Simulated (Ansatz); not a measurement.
Given:

LiF:
```
CELL_PARAMETERS angstrom
      0.00000     2.14514     2.14514
      2.14514     0.00000     2.14514
      2.14514     2.14514     0.00000
ATOMIC_POSITIONS crystal
  F  0.25000 0.25000 0.25000
  Li 0.00000 0.00000 0.00000
```

This is the r²SCAN-relaxed structure. Tensor components refer to the Cartesian frame of this cell.

Q: All from r²SCAN in the plane-wave PAW code Ansatz, unless another level is named. Give the bulk modulus (Birch–Murnaghan fit).

A: 58.4 GPa.

Q: Give the piezoelectric stress constants (proper, relaxed ions, C/m²).

A: e14 = e25 = e36 = 0.51.

Q: Give the elastic constants (relaxed ions, GPa).

A: C11 = 71.1, C12 = 52.1, C44 = 36.6.

Space group F-43m (zinc blende). The start of the workflow was typed in or built on a structure type; neither database checked (COD, Materials Project) lists it. It is not the phase usual at ambient conditions (space group No. 225). The cell was relaxed with r²SCAN under the symmetry of its start; its stability against distortions is not shown here.

Potentials: the later of the program's two PAW sets.
